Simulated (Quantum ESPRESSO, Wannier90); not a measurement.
# SnO2 (rutile): Wannier90 run

```xyz
6
Lattice="4.7648 0.0000 0.0000 0.0000 4.7648 0.0000 0.0000 0.0000 3.2075" Properties=species:S:1:pos:R:3 pbc="T T T"
Sn     2.3824     2.3824     1.6038
Sn     0.0000     0.0000     0.0000
O      0.9245    -0.9245     1.6038
O     -0.9245     0.9245     1.6038
O     -1.4579    -1.4579     0.0000
O      1.4579     1.4579     0.0000
```

Structure: Materials Project mp-856, symmetrised, not relaxed again. COD (Crystallography Open Database) has an entry of this formula and space group (matched by these alone). Computed values, not measurements, from PBEsol: Quantum ESPRESSO (norm-conserving PseudoDojo potentials, cutoff 68 Ry, no spin polarisation, no spin-orbit coupling) on a Γ-centred 6×6×10 mesh, then Wannier90. Density: 6×6×10 mesh, cold smearing 0.01 Ry. Spin-orbit coupling is left out although heavy elements are present.

Bands 1-10 form an isolated set from -21.05 to -19.81 eV relative to the valence-band maximum (on the path) and are turned into 10 Wannier functions by minimising the spread from the start: atomic waves Sn 4d.

Task: Where do the functions sit, how wide are they and what are they made of?

Result: 
```tsv
functions	spread (Å²)	nearest atom, distance (Å)	second atom, distance (Å)	weight on atomic waves
2	0.70	Sn 0.00	O 2.06	Sn 4d 93 %
4	0.66	Sn 0.00	O 2.06	Sn 4d 94 %, O 2s 4 %
2	0.43	Sn 0.00	O 2.06	Sn 4d 100 %
2	0.79	Sn 0.00	O 2.06	Sn 4d 91 %, O 2s 5 %
```

Ω_I = 6.42 Å², Ω_total = 6.48 Å²; the interpolated bands follow pw.x to 0.0 meV rms on the path. Only this start was tried; a symmetric start can stop on a saddle, and mixtures of these functions could lower the total by at most Ω_total − Ω_I.
